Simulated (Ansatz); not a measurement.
Data:

CoPtW:
```
CoPtW
1.0
    2.71488     0.00000     0.00000
   -1.35744     2.35116     0.00000
    0.00000     0.00000     6.47094
Co Pt W
1 1 1
Direct
  0.00000   0.00000   0.99327
  0.33333   0.66667   0.32554
  0.66667   0.33333   0.68118
```
The run is spin-polarised; directions of the spins, atom by atom: ↑ 0 0.

This is the PBEsol-relaxed structure.

Question: All from DFT-PBEsol in the program Ansatz with PAW potentials, unless another level is named. Give the density of states at the Fermi level.

Answer: 0.92 states/eV per atom (mean over ±0.08 eV).

Question: What about the formation energy from the elements (no fitted shifts)?

Answer: 0.065 eV/atom.

Space group P3m1. The start of the workflow was typed in or built on a structure type; neither database checked (COD, Materials Project) lists it. Whether it is the stable phase at ambient conditions was not checked. The PBEsol relaxation kept the symmetry of its start; its stability against distortions is not shown here. The final state is ferromagnetic, chosen from 4 collinear starts compared on coarse meshes (ties went to the first, and starts can fall back to one state), not a proven ground state. The references are the lowest solids computed at this level, not always the standard phases. Scalar-relativistic: spin–orbit coupling is off unless named, which matters more the heavier the elements.

Potentials: the later of the program's two PAW sets.
